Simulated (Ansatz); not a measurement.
Computed with DFT PBE, scalar-relativistic, plane waves, PAW (Ansatz). Settings: cutoff 420 eV, Γ-centred meshes spaced at most about 0.3 Å⁻¹, and about 0.25 Å⁻¹ or finer for metals (2π included), Gaussian smearing. No spin polarisation in the final relaxations.

These are static total energies at zero pressure.

Two forms of Zn3C were relaxed alike.

1.

```yaml
crystal:
  lattice:
    - [-2.44176, 2.44176, 2.44176]
    - [2.44176, -2.44176, 2.44176]
    - [2.44176, 2.44176, -2.44176]
  atoms:
    - { symbol: Zn, position: [0.00000, 0.50000, 0.50000] }
    - { symbol: Zn, position: [0.50000, 0.00000, 0.50000] }
    - { symbol: Zn, position: [0.50000, 0.50000, 0.00000] }
    - { symbol: C, position: [0.00000, 0.00000, 0.00000] }
```

2.

```yaml
crystal:
  lattice:
    - [7.20963, 0.00000, 0.00000]
    - [-3.60481, 6.24372, 0.00000]
    - [0.00000, 0.00000, 2.57929]
  atoms:
    - { symbol: Zn, position: [0.38736, 0.19368, 0.75000] }
    - { symbol: Zn, position: [0.80632, 0.19368, 0.75000] }
    - { symbol: Zn, position: [0.80632, 0.61264, 0.75000] }
    - { symbol: Zn, position: [0.61264, 0.80632, 0.25000] }
    - { symbol: Zn, position: [0.19368, 0.80632, 0.25000] }
    - { symbol: Zn, position: [0.19368, 0.38736, 0.25000] }
    - { symbol: C, position: [0.66667, 0.33333, 0.25000] }
    - { symbol: C, position: [0.33333, 0.66667, 0.75000] }
```

**Question.** Which would you expect to be lower, and how large is the difference?

**Answer.** Cell 2 is lower, by 0.40 eV/atom. Cell 1 has space group Im-3m (No. 229), 14.6 Å³/atom and no gap on its mesh; cell 2 has space group P6_3/mmc (No. 194), 14.5 Å³/atom and no gap. Counting Zn atoms around C (those within 1.25 times the shortest such distance or 1.15 times the sum of covalent radii; the shortest distance is added where it is long for a bond), cell 1 has C 6 from 2.4 Å and cell 2 has C 6. Even the lower one lies +0.79 eV/atom against the reference forms of the elements (uncorrected), so neither is stable at this level. In cell 1, around Zn lie 2 C at 2.44 Å and 4 Zn at 2.44 Å; C has 6 Zn at 2.44 Å. In cell 2, around Zn lie 2 C at 2.17 Å and 2 Zn at 2.58 Å; around C lie 6 Zn at 2.17 Å and 2 C at 2.58 Å. Both come from invented guesses.

Cells relaxed within their symmetry can be saddle points.
